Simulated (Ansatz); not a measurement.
ZnCdO2:
```
ZnCdO2
1.0
    3.38052     0.00000     0.00000
   -1.69026     2.92761     0.00000
    0.00000     0.00000     5.62302
Zn Cd O
1 1 2
Direct
  0.00000   0.00000   0.99646
  0.66667   0.33333   0.48920
  0.66667   0.33333   0.09821
  0.00000   0.00000   0.65213
```

Relaxed with r²SCAN. Special points in fractions of this cell's reciprocal vectors: Γ (0.000, 0.000, 0.000); M (0.500, 0.000, 0.000); K (0.333, 0.333, 0.000); A (0.000, 0.000, 0.500); L (0.500, 0.000, 0.500); H (0.333, 0.333, 0.500).

List the band energies nearest the valence-band maximum at these points for the program Ansatz at the r²SCAN level (PAW).

In eV from the valence-band maximum; about four levels below and three above (degenerate sets whole), none deeper than 8.9 eV; points with the same levels are listed once.

```tsv
k	below	above
Γ	-0.83 -0.83 -0.17 0.00 0.00	0.43 5.25 7.67
M	-2.62 -2.10 -1.26 -0.62	5.37 6.30 7.69
K	-3.10 -1.85 -1.72 -1.37	7.05 7.14 7.34
A	-0.57 -0.57 -0.26 -0.26	2.67 3.49 9.31
L	-1.64 -1.49 -1.25 -1.02	5.34 5.55 8.00
H	-2.79 -2.03 -1.27 -1.18	7.14 7.32 7.35
```

Space group P3m1. The first step of the workflow began from a Materials Project structure, measured or hypothetical; the Crystallography Open Database copy checked does not list it. Its standing as an ambient phase is unchecked. The cell was relaxed with r²SCAN under the symmetry of its start; of distortions, only those at the zone centre were tested. Spin–orbit coupling is left out wherever it is not named.

Potentials: the later of the program's two PAW sets.
